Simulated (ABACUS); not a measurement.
# A series of runs on Mo2N (I4_1/amd, 6 atoms in the cell; from Materials Project mp-27953, lattice scaled a little)

```yaml
crystal:
  lattice:
    - [-2.15523, 2.15523, 4.02637]
    - [2.15523, -2.15523, 4.02637]
    - [2.15523, 2.15523, -4.02637]
  atoms:
    - { symbol: Mo, position: [0.98696, 0.48696, 0.50000] }
    - { symbol: Mo, position: [0.23696, 0.23696, 0.00000] }
    - { symbol: Mo, position: [0.76304, 0.76304, 0.00000] }
    - { symbol: Mo, position: [0.51304, 0.01304, 0.50000] }
    - { symbol: N, position: [0.25000, 0.75000, 0.50000] }
    - { symbol: N, position: [0.50000, 0.50000, 0.00000] }
```

Base run A: ABACUS with PBEsol, PseudoDojo 0.4 standard norm-conserving PBEsol (tails mended) pseudopotentials, self-consistent single point.

Its settings: KPT = MP 5 5 5 0 0 0; basis_type = pw; ecutwfc = 84 Ry; smearing_method = fd; smearing_sigma = 0.00367493 Ry; potentials = PseudoDojo 0.4 standard norm-conserving PBEsol (tails mended); symmetry = 1; symmetry_prec = 1e-05; ks_solver = dav_subspace; scf_nmax = 100; scf_thr = 1.0e-09 Ry; mixing_type = broyden; mixing_beta = 0.4.

The structure comes from a collection of computed structures, made at another level of theory; the collection holds predicted forms beside known ones. Its lattice was then scaled. No clean gap shows at this smearing width and mesh (spacing up to 0.41 Å⁻¹); the mesh is coarse for partly filled bands, so the values carry mesh errors.

ΔF is the free energy per atom less that of run A. 

```tsv
run	change	ΔF (meV/atom)	pressure (GPa)	largest force (eV/Å)
A	base	0.00	-17.37	0.401
B	volume scaled by 0.94	-40.5	1.05	0.142
C	volume scaled by 0.96	-36.7	-5.81	0.237
D	volume scaled by 0.98	-22.9	-11.92	0.323
E	volume scaled by 0.99	-12.5	-14.72	0.363
F	volume scaled by 1.01	14.5	-19.86	0.438
G	volume scaled by 1.02	30.9	-22.21	0.473
H	volume scaled by 1.04	68.8	-26.52	0.538
I	volume scaled by 1.06	113.1	-30.34	0.598
```

Run F against A: The free energy rises by 14.5 meV/atom, the pressure goes from -17.37 to -19.86 GPa and the largest force goes from 0.401 to 0.438 eV/Å.

Run I against A: The free energy goes up by 113 meV/atom, the pressure goes from -17.37 to -30.34 GPa and the largest force goes from 0.401 to 0.598 eV/Å.

Small differences between rows can be mesh errors.

“Tails mended”: in these copies of the files the far tail of each local potential was reset to the Coulomb form.
